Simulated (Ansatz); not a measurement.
**Structures of Li2Y2Sb: which is lowest?**

Plane-wave DFT in Ansatz with scalar-relativistic PAW potentials, cutoff 420 eV, Γ-centred meshes chosen by cell and gap, Gaussian smearing with energies taken to zero width. Every cell was relaxed (cell and atoms) in a run of its own, within the symmetry of its start. Functional: PBE.

Relaxed structures (starts from databases or built by putting these elements on another compound's sites):
A. P-3m1, 5 atoms in the computed cell, a = 4.337 Å, c = 7.467 Å; sites (symmetry × multiplicity) Li 3m. × 2, Y 3m. × 2, Sb -3m. × 1; start: built
B. I4/mmm, 5 atoms in the computed cell, a = 3.806 Å, c = 18.609 Å; sites (symmetry × multiplicity) Li -4m2 × 4, Y 4mm × 4, Sb 4/mmm × 2; start: built

**Question.** Rank them by energy. Could pressure change the order?

**Answer.**
```csv
structure,group,E − E(lowest) (meV/atom),V (Å³/atom),gap on mesh (eV)
A,P-3m1,0.0,24.33,0.00
B,I4/mmm,85,26.95,0.00
```

A is lowest, 85 meV/atom under B. The lowest is also the densest of these, so pressure wouldn't bring one of the others in at first order. Other structures may lie lower than all of these, and vibrations aren't counted.

Spin-orbit coupling is left out, which matters for the bands of heavy elements.